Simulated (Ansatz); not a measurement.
A relaxation computed with Ansatz, from input to last step.

```yaml
crystal:
  lattice:
    - [2.7938960766, 0.0, 0.0]
    - [-1.3969480383, 2.4195849779, 0.0]
    - [0.0, 0.0, 4.566371]
  atoms:
    - { symbol: Mo, position: [0.66666667, 0.33333333, 0.5] }
    - { symbol: Pd, position: [0.33333333, 0.66666667, 0.0] }
basis:
  ecutwfc: 500
kpoints:
  mp_grid: { grid: [18, 18, 10] }
hamiltonian:
  xc: r2scan
scf:
  occupations: { method: gaussian, width: 0.1 }
output:
  forces: true
  stress: true
  eigenvalues: true
  write_density: true
  write_potential: true
  elf: true
  volumetric_format: npy
relax:
  adjacent_minimum: "off"
  f_tol: 0.005
  max_steps: 80
  cell: { stress_tol: 0.05 }
```

```bash
ansatz run input.yaml --threads 1 --pin off --max-ram 2560MiB --backend cpu --events-out ev --progress --plain --runs-dir out
```

Computed with DFT r2SCAN, scalar-relativistic, plane waves, PAW (Ansatz 0.2.0).

Of 6 frames 6 are shown, positions in Å and forces in eV/Å; the SCF threshold varies from step to step. Steps run on the plane waves of an earlier cell, with a Pulay correction in the pressure. The basis is chosen afresh for the last frame, the zero of the energies, and at times for earlier ones too; energy and pressure step there, also at an unchanged geometry. The mark taken_back stands on steps that the optimiser undid.

```xyz
2
Lattice="2.7939 0.0000 0.0000 -1.3969 2.4196 0.0000 0.0000 0.0000 4.5664" Properties=species:S:1:pos:R:3:forces:R:3 pbc="T T T" step=1 free_energy_over_end_meV_per_atom=9.44 pressure_GPa=-6.24
Mo    1.3969    0.8065    2.2832    0.0000    0.0000    0.0000
Pd    0.0000    1.6131    0.0000    0.0000    0.0000    0.0000
2
Lattice="2.7104 0.0000 0.0000 -1.3552 2.3473 0.0000 0.0000 0.0000 4.5144" Properties=species:S:1:pos:R:3:forces:R:3 pbc="T T T" step=2 free_energy_over_end_meV_per_atom=23.40 pressure_GPa=12.09 taken_back
Mo    1.3552    0.7824    2.2572    0.0000    0.0000    0.0000
Pd    0.0000    1.5649    0.0000    0.0000    0.0000    0.0000
2
Lattice="2.7626 0.0000 0.0000 -1.3813 2.3925 0.0000 0.0000 0.0000 4.5542" Properties=species:S:1:pos:R:3:forces:R:3 pbc="T T T" step=3 free_energy_over_end_meV_per_atom=-0.30 pressure_GPa=-0.54
Mo    1.3813    0.7975    2.2771    0.0000    0.0000    0.0000
Pd    0.0000    1.5950    0.0000    0.0000    0.0000    0.0000
2
Lattice="2.7588 0.0000 0.0000 -1.3794 2.3892 0.0000 0.0000 0.0000 4.5556" Properties=species:S:1:pos:R:3:forces:R:3 pbc="T T T" step=4 free_energy_over_end_meV_per_atom=-0.43 pressure_GPa=0.06
Mo    1.3794    0.7964    2.2778    0.0000    0.0000    0.0000
Pd    0.0000    1.5928    0.0000    0.0000    0.0000    0.0000
2
Lattice="2.7589 0.0000 0.0000 -1.3795 2.3893 0.0000 0.0000 0.0000 4.5561" Properties=species:S:1:pos:R:3:forces:R:3 pbc="T T T" step=5 free_energy_over_end_meV_per_atom=-0.43 pressure_GPa=0.01
Mo    1.3795    0.7964    2.2781    0.0000    0.0000    0.0000
Pd    0.0000    1.5929    0.0000    0.0000    0.0000    0.0000
2
Lattice="2.7589 0.0000 0.0000 -1.3795 2.3893 0.0000 0.0000 0.0000 4.5561" Properties=species:S:1:pos:R:3:forces:R:3 pbc="T T T" step=6 free_energy_over_end_meV_per_atom=0.00 pressure_GPa=-0.01
Mo    1.3795    0.7964    2.2781    0.0000    0.0000    0.0000
Pd    0.0000    1.5929    0.0000    0.0000    0.0000    0.0000
```

It took 3.6 min on 1 thread of Arm Neoverse V1, on a shared host, peak memory 0.56 GiB.